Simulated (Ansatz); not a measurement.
Level of theory: Ansatz, DFT PBE, scalar-relativistic, plane waves, PAW. Settings: cutoff 420 eV, Γ-centred meshes spaced at most about 0.3 Å⁻¹, and about 0.25 Å⁻¹ or finer for metals (2π included), Gaussian smearing. Collinear spin in cells that started with moments and kept them past the coarse steps, no spin elsewhere.

These are static total energies at zero pressure.

Compare these two cells of MgZnO4, each relaxed at this level.

A. (site moments Zn 0.2; O 0.8 (×2), 0.9 (×2) μB)

```cif
data_structure
_symmetry_space_group_name_H-M 'Cmmm'
_symmetry_Int_Tables_number 65
_cell_length_a 6.4828
_cell_length_b 6.8456
_cell_length_c 3.1703
_cell_angle_alpha 90.000
_cell_angle_beta 90.000
_cell_angle_gamma 90.000
_cell_volume 140.70
loop_
_atom_site_label
_atom_site_type_symbol
_atom_site_symmetry_multiplicity
_atom_site_Wyckoff_symbol
_atom_site_fract_x
_atom_site_fract_y
_atom_site_fract_z
_atom_site_occupancy
Mg1 Mg 2 c 0.50000 0.00000 0.50000 1
Zn1 Zn 2 a 0.00000 0.00000 0.00000 1
O1 O 4 g 0.29680 0.00000 0.00000 1
O2 O 4 j 0.50000 0.69835 0.50000 1
```

B. (no spin)

```cif
data_structure
_symmetry_space_group_name_H-M 'P4/mmm'
_symmetry_Int_Tables_number 123
_cell_length_a 2.8918
_cell_length_b 2.8918
_cell_length_c 9.1151
_cell_angle_alpha 90.000
_cell_angle_beta 90.000
_cell_angle_gamma 90.000
_cell_volume 76.22
loop_
_atom_site_label
_atom_site_type_symbol
_atom_site_symmetry_multiplicity
_atom_site_Wyckoff_symbol
_atom_site_fract_x
_atom_site_fract_y
_atom_site_fract_z
_atom_site_occupancy
Mg1 Mg 1 a 0.00000 0.00000 0.00000 1
Zn1 Zn 1 d 0.50000 0.50000 0.50000 1
O1 O 2 g 0.00000 0.00000 0.58811 1
O2 O 2 h 0.50000 0.50000 0.08561 1
```

**Question.** Which would you expect to be lower, and how large is the difference?

**Answer.** B is lower, by 131 meV/atom. A has Mg and Zn ordered on rutile sites, space group Cmmm (No. 65), 11.7 Å³/atom and no gap on its mesh; B has space group P4/mmm (No. 123), 12.7 Å³/atom and a gap of 0.90 eV. Counting O atoms around Mg and Zn (those within 1.25 times the shortest such distance or 1.15 times the sum of covalent radii, 1.27 where that leaves under three), A has Mg 6, Zn 6 and B has Mg 8, Zn 8. B holds O–O pairs (shortest 1.56 Å, as in peroxide); in A the shortest O–O distance is 2.63 Å. Their magnetic states differ too. Both come from invented guesses.

Weakly bound directions are ill-defined at this level, which has no dispersion term (P4/mmm), and this can change margins and order among such cells. Kohn–Sham gaps at this level usually fall short of measured ones. Another magnetic order may lie lower. Cells relaxed within their symmetry can be saddle points.
